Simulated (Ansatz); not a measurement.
## What spin–orbit coupling does to the bands of HfB

```
CELL_PARAMETERS angstrom
0.00000 2.31000 2.31000
2.31000 0.00000 2.31000
2.31000 2.31000 0.00000
ATOMIC_POSITIONS crystal
Hf 0.50000 0.50000 0.50000
B 0.00000 0.00000 0.00000
```

Atoms are numbered in the order listed.

The conventional cell has a = 4.620 Å, b = 4.620 Å, c = 4.620 Å, α = 90.00°, β = 90.00°, γ = 90.00°. Hf (atom 1) has 6 B at 2.31 Å as nearest neighbours. B (atom 2) is surrounded by 6 Hf at 2.31 Å.

The geometry is COD entry 1511179, unchecked; take it as a test cell.

Spin polarisation is left out, and whether a magnetic state lies lower isn't shown here.

All numbers are computed: DFT, PBE, all-electron LAPW, scalar-relativistic (Ansatz 0.2.0); DFT, PBE, all-electron LAPW, Dirac equation with spin-orbit coupling (Ansatz 0.2.0).

Sampling and basis: a Γ-centred 15×15×15 k mesh, Fermi–Dirac smearing of 0.05 eV, basis error target 0.25 meV/atom, no spin polarisation.

Levels between -4 and 3 eV, each run counted from its own valence-band top where it has a gap, else its Fermi level. Scalar levels are listed once for both spins; with the coupling every spinor state is counted. Levels near the edges of the range can cross them.

Q: At Γ (0.000, 0.000, 0.000) the scalar-relativistic levels are 2.14 (×3). What are they with spin–orbit coupling?

A: 2.03 (×4), 2.31 (×2).

Q: At X (0.500, 0.000, 0.500) the scalar-relativistic levels are -1.15, -0.96, 2.39 (×2). What are they with spin–orbit coupling?

A: -1.16 (×2), -1.08 (×2), 2.19 (×2), 2.64 (×2).

Q: At L (0.500, 0.500, 0.500) the scalar-relativistic levels are -1.42 (×2). What are they with spin–orbit coupling?

A: -1.49 (×2), -1.37 (×2).
